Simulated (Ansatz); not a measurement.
V2SiN:
```
V2SiN
1.0
    2.93012     0.00000     0.00000
   -1.46506     2.53756     0.00000
    0.00000     0.00000    12.06572
V Si N
4 2 2
Direct
  0.66667   0.33333   0.58963
  0.33333   0.66667   0.41037
  0.33333   0.66667   0.08963
  0.66667   0.33333   0.91037
  0.66667   0.33333   0.25000
  0.33333   0.66667   0.75000
  0.00000   0.00000   0.50000
  0.00000   0.00000   0.00000
```

Relaxed with PBE. Special points in fractions of this cell's reciprocal vectors: Γ (0.000, 0.000, 0.000); M (0.500, 0.000, 0.000); K (0.333, 0.333, 0.000); A (0.000, 0.000, 0.500); L (0.500, 0.000, 0.500); H (0.333, 0.333, 0.500).

Question: List the band energies nearest the Fermi level at these points for the program Ansatz at the PBE level (PAW).

Answer: In eV from the Fermi level; about four levels below and three above (degenerate sets whole), none deeper than 8.9 eV; points with the same levels are listed once.

| k | below | above |
|---|---|---|
| Γ | -0.84 -0.84 -0.70 -0.09 -0.09 | 0.09 0.09 0.82 0.82 |
| M | -3.08 -3.01 -2.76 -0.03 | 0.37 0.62 0.69 |
| K | -1.84 -0.75 -0.15 -0.15 | 0.34 0.34 0.93 |
| A | -0.01 -0.01 -0.01 -0.01 | 0.89 0.89 0.89 0.89 |
| L | -3.24 -3.24 -2.84 -2.84 | 0.20 0.20 0.51 0.51 |
| H | -1.34 -1.34 -0.29 -0.29 | 0.69 0.69 0.93 0.93 |

Space group P6_3/mmc. The start of the workflow was typed in or built on a structure type; neither database checked (COD, Materials Project) lists it. Its standing as an ambient phase is unchecked. The cell was relaxed with PBE under the symmetry of its start; its stability against distortions is not shown here. The workflow began spin-polarised and lost its moments.

Potentials: the earlier of the program's two PAW sets.
